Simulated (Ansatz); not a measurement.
MgB2 in space group P6/mmm (No. 191; Mg on 1a, B on 2d) at seven volumes, PBEsol in the plane-wave PAW code Ansatz, shape and atoms relaxed at each. One row is withheld.

| V (Å³/atom) | P (GPa) |
|---|---|
| 8.633 | 16.19 |
| 8.918 | 10.02 |
| 9.202 | 4.70 |
| 9.487 | 0.00 |
| 9.772 | ? |
| 10.056 | -7.73 |
| 10.341 | -10.86 |

Question: Fit the shown pressures and predict the withheld one.

Answer: P = (3/2)B₀(x^(7/2) − x^(5/2))[1 + (3/4)(B′ − 4)(x − 1)] with x = (V₀/V)^(2/3). Least squares on the six rows gives V₀ = 9.486 Å³/atom, B₀ = 146 GPa, B′ = 3.43. At V = 9.772, x = 0.9804 and P = -4.12 GPa. The run itself gave -4.12 GPa.

The PBEsol relaxation kept the symmetry of its start; of distortions, only those at the zone centre were tested.

Potentials: the later of the program's two PAW sets.
